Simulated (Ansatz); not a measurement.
Relaxed-ion elastic tensor of Na (bcc (W type), Im-3m) in GPa (Voigt order), PBEsol (plane waves, PAW; program Ansatz); density 1.05 g/cm³, 36.29 Å³ per atom.

```
8.8  7.4  7.4  0.0  0.0  0.0
7.4  8.8  7.4  0.0  0.0  0.0
7.4  7.4  8.8  0.0  0.0  0.0
0.0  0.0  0.0  6.4  0.0  0.0
0.0  0.0  0.0  0.0  6.4  0.0
0.0  0.0  0.0  0.0  0.0  6.4
```

Task: Is the crystal mechanically stable?

Result: Yes: the smallest eigenvalue of C is 1.4 GPa.

Task: Work out the Voigt, Reuss and Hill averages.

Result: K_V = 7.9, K_R = 7.9, K_H = 7.9; G_V = 4.1, G_R = 1.5, G_H = 2.8 GPa.

Task: Give Young's modulus, Poisson's ratio, Pugh's ratio and the universal anisotropy index.

Result: E = 9KG/(3K + G) = 7.6 GPa; ν = 0.34; K/G = 2.79 (ductile by the Pugh limit of 1.75); A_U = 5G_V/G_R + K_V/K_R − 6 = 8.63.

Task: Estimate the sound speeds and the Debye temperature.

Result: v_l = √((K + 4G/3)/ρ) = 3330 m/s, v_t = √(G/ρ) = 1640 m/s, mean 1840 m/s; Θ = (h/k)(3n/4πV)^(1/3) v_m = 165 K.

Task: Give the Zener ratio and Young's modulus along [100], [110] and [111].

Result: A = 2C44/(C11 − C12) = 9.08; 1/E = S11 − 2(S11 − S12 − S44/2)Γ with Γ = 0, 1/4, 1/3 gives 2.1, 5.8, 15.1 GPa.

The PBEsol relaxation kept the symmetry of its start. As this level gives no gap, shear constants depend on the k-mesh and smearing (Fermi–Dirac, 0.1 eV here).

Potentials: the earlier of the program's two PAW sets. The files were generated under PBE; for other functionals the program regenerates the frozen cores, and for LDA and PBEsol the local potential too.
